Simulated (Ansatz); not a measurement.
BeMo$_{2}$ (cubic Laves (MgCu2 type), space group No. 227), PBEsol in the plane-wave PAW code Ansatz, all energies at zero smearing, with the estimated change up to a 700 eV cutoff added, with one set of potentials and settings (totals compare only within such a set). Cell of 6 atoms (4 Mo, 2 Be): -19765.661 eV.

```
element                reference phase  E (eV/atom)
-------  -----------------------------  -----------
Mo          Im-3m, 1 atoms in the cell   -4897.5018
Be       P6_3/mmc, 2 atoms in the cell     -90.3485
```

Formation energy per atom, worked out: (-19765.661 − 4×(-4897.5018) − 2×(-90.3485))/6 = 0.841 eV/atom (81 kJ per mol of atoms), at 0 K, without zero-point energy or fitted corrections.

Space group Fd-3m (cubic Laves (MgCu2 type)). A made-up cell: these elements were put on the sites of a structure type; neither database checked (COD, Materials Project) lists it. Its standing as an ambient phase is unchecked. The PBEsol relaxation kept the symmetry of its start; phonons show weakly imaginary modes. No spin polarisation was allowed. The references are the lowest solids computed at this level, not always the standard phases.

Potentials: the earlier of the program's two PAW sets. The files were generated under PBE; for other functionals the program regenerates the frozen cores, and for LDA and PBEsol the local potential too.
